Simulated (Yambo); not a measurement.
Yambo run on ZnSO$_{4}$ (space group F-43m, No. 216). The wavefunctions are norm-conserving PBEsol (Quantum ESPRESSO, 84 Ry, without SOC) ones on a 2×2×2 mesh (25 occupied bands); a = 5.4770 Å, b = 5.4770 Å, c = 5.4770 Å, α = 60.00°, β = 60.00°, γ = 60.00°.

Yambo input:

```
rim_cut
gw0
dyson
el_el_corr
HF_and_locXC
ppa
em1d
RandQpts= 1000000
RandGvec= 1 Ry
EXXRLvcs= 84 Ry
VXCRLvcs= 336 Ry
Chimod= "HARTREE"
% BndsRnXp
 5 | 171 |
%
NGsBlkXp= 2 Ry
% LongDrXp
 1.0 | 1.0 | 1.0 |
%
PPAPntXp= 27.2114 eV
% GbndRnge
 1 | 171 |
%
GTermKind= "BG"
DysSolver= "n"
ExtendOut
% QPkrange
 1 | 1 | 25 | 26 |
 2 | 2 | 25 | 25 |
%
```

k points by index: 1 = Γ, 2 = L.

The o-*.qp file then holds:

```
#    K-point    Band    Eo [eV]    E [eV]    E-Eo [eV]    Vxc [eV]    Vnlxc [eV]    Sc|Eo [eV]    Sc|E [eV]    dSc/dw|Eo [eV]    Re(Z)    Im(Z)
#
    1    25    -0.003701    -2.109131    -2.105430    -20.09758    -26.02763    3.442932    3.824623    -4.932848    0.846539    -0.001000
    1    26    4.756738    6.265964    1.509226    -12.46122    -7.698634    -3.050079    -3.253355    -3.664887    0.881303    -0.766095E-3
    2    25    0.000000    -2.093810    -2.093810    -20.10827    -26.03712    3.455432    3.835034    -4.933081    0.846533    -0.999923E-3
```
(The two width columns are left out.) Convergence of these settings isn't established.

Geometry of the Materials Project entry, not relaxed at this level.
